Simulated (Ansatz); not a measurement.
A geometry of Be away from equilibrium: the start of the relaxation of a relaxed Be cell, doubled along one cell vector, shaken by Gaussian noise of σ = 0.08 Å a coordinate. Method: PBEsol (plane waves to 420 eV, PAW, scalar-relativistic; Ansatz, a quantum-chemistry and plane-wave program). Γ-centred k-mesh 18×9×18 on the run's cell (coarser than for final values), Fermi–Dirac smearing 0.05 eV.

```xyz
2
Lattice="0.0000 1.5738 1.5738 3.1476 0.0000 3.1476 1.5738 1.5738 0.0000" Properties=species:S:1:pos:R:3:forces:R:3 pbc="T T T" free_energy=-180.460 pressure_GPa=1.1
Be    -0.1366    -0.1528    -0.1220   -0.0228    0.3736    0.5892
Be     1.4169    -0.0213     1.6348    0.0228   -0.3736   -0.5892
```

Positions in Å, forces in eV/Å, free energy of the cell in eV (comparable only within this code, potentials and settings). Largest force: 0.70 eV/Å, on Be1, Be2 (atoms numbered as listed); the geometry lies 0.04 eV/atom above the end of its relaxation.

No spin polarisation in the result.

The run could not lose the symmetry of its start: the end is stationary, and may be a saddle point rather than a minimum.

The end of the path is a generated cell of Be: the first start was made by a random draw of sites in a space group, and the end was not matched to a known phase here, so it may be hypothetical. Known forms of Be include space group No. 194.
